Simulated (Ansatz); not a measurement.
## Zone-centre phonons of TiRh at 15 GPa: input and output

These are results of DFT LDA, scalar-relativistic, plane waves, PAW (Ansatz), not measurements.

Launched with:
```bash
ansatz run input.yaml --threads 1 --pin off --max-ram 3072MiB --backend cpu --events-out ev --progress --plain --runs-dir out
```

Input (bare energies are in eV):
```yaml
crystal:
  lattice:
    - [2.8408336888, 0.0, 0.0]
    - [0.0, 2.8408336888, 0.0]
    - [0.0, 0.0, 3.2895834442]
  atoms:
    - { symbol: Ti, position: [0.5, 0.5, 0.5] }
    - { symbol: Rh, position: [0.0, 0.0, 0.0] }
basis:
  ecutwfc: 420
kpoints:
  mp_grid: { grid: [14, 14, 12] }
hamiltonian:
  xc: lda
scf:
  occupations: { method: fermi_dirac, width: 0.15 }
output:
  eigenvalues: true
phonons:
  method: dfpt
  eigenvectors: true
```

Results section of the output:
```
--- Phonons (Γ-DFPT): 4 representative perturbations + reference, on 448 of 2352 k-points (Σ response iterations 12) ---
  k mesh reduced under 8 symmetry operations, with k and −k counted as one. Each operation leaves every solved displacement unchanged or reverses it
  ASR residual: 3.040e-3 → 0.000e0 eV/Å²; symmetrization residual: 2.984e-6 eV/Å²
  ASR residual per site (eV/Å²): 3.04e-3 1.18e-3
  Γ frequencies (cm⁻¹): 0.00 0.00 0.00 218.38 218.38 239.55
  non-analytic LO–TO correction: not included (Born effective charges unavailable; polar crystals: no LO–TO splitting at Γ)
```

The run took 100 s on 1 thread of Arm Neoverse V1 (shared host), peak memory 0.97 GiB.

In a metal, frequencies and elastic constants depend on the k mesh and the smearing, soft modes and shear constants most. Other phases may be more stable at this pressure.